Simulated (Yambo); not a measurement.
G0W0@PBEsol for CsTaP₂O₈ (space group C2/m, No. 12) in Yambo. Reference settings: 2×2×1 Γ-centred k mesh, bands 2 to 307 and a 7 Ry block in the screening, 307 bands in G with the Bruneval-Gonze terminator, plasmon pole fitted at 27.2 eV. The PBEsol gap (-0.5, -0.5, 0) → Γ on this mesh is 3.40 eV; G0W0 gaps are taken between the same points.

The settings were changed. The gap went from 6.12 eV to 6.74 eV, and the shift of the valence edge from -1.12 eV to -1.45 eV.

**Question.** Which change was made?
(A) 200 bands in W, 200 bands in G
(B) 2 Ry block
(C) 120 bands in W, 120 bands in G
(D) no random integration

**Answer.** B, 2 Ry block. The others gave (gap, valence shift): 200 bands in W, 200 bands in G: 6.18, -1.06 eV; no random integration: 5.99, -0.83 eV; 120 bands in W, 120 bands in G: 6.31, -0.96 eV.

Spin-orbit coupling is not included.

Geometry of the Materials Project entry, not relaxed at this level; primitive cell a = b = 5.154 Å, c = 9.017 Å, α = β = 92.81°, γ = 61.77°.

The structure is a Materials Project entry; no match was found in the copy of COD used, and its stability was not checked.

A shift is the quasiparticle energy of the state minus its PBEsol energy.
